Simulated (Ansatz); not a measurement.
Task: Name crystals whose computed values (plane-wave PAW r²SCAN (Ansatz code)) fall in these windows: gap (eV) 3.7 to 4.8; HSE06 gap (eV) 4.4 to 5.9; G_Hill (GPa) 94 to 120.

Result: 

```json
[
 {"crystal": "BaHfO3, cubic perovskite", "gap (eV)": "4.20", "HSE06 gap (eV)": "5.18", "G_Hill (GPa)": "109"},
 {"crystal": "HfO2, rutile", "gap (eV)": "4.53", "HSE06 gap (eV)": "5.64", "G_Hill (GPa)": "109"}
]
```
Others may fit too.

Not the usual ambient phase: HfO2, rutile. All cells were relaxed under the symmetry of their starts (and spin orders); stability against distortions was not tested throughout. Rows with no word on spin ran without spin polarisation. Scalar-relativistic: spin–orbit coupling is off unless named, which matters more the heavier the elements.

Potentials: the earlier of the program's two PAW sets.
